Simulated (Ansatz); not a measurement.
Values for one crystal, relaxed and computed with the program Ansatz at the PBE level (PAW); other levels are named.

```yaml
volume_per_atom: 17.10 Å³
electronic_character: metallic (no gap)
Pressure derivative B′: 4.4
Bulk modulus (Birch–Murnaghan fit): 96.2 GPa
Formation energy from the elements (no fitted shifts): -0.62 eV/atom
Density of states at the Fermi level: 0.30 states/eV per atom (mean over ±0.08 eV)
```

Which of these materials gives this?
A. TiSi, CsCl type
B. Sc3Si5, P-62c (Sc on 6g, Si on 6h, Si on 2b, Si on 2d)
C. TiSi2, Fddd (Ti on 8b, Si on 16f)
D. Si6BAs, I-42m (B on 2a, Si on 8i, Si on 4d, As on 2b)

B, Sc3Si5, P-62c (Sc on 6g, Si on 6h, Si on 2b, Si on 2d)

The start of the workflow was typed in or built on a structure type; neither database checked (COD, Materials Project) lists it. Its standing as an ambient phase is unchecked. The PBE relaxation kept the symmetry of its start; whether a distortion lowers the energy is not shown. The run is not spin-polarised. The references are the lowest solids computed at this level, not always the standard phases.

Potentials: the earlier of the program's two PAW sets.
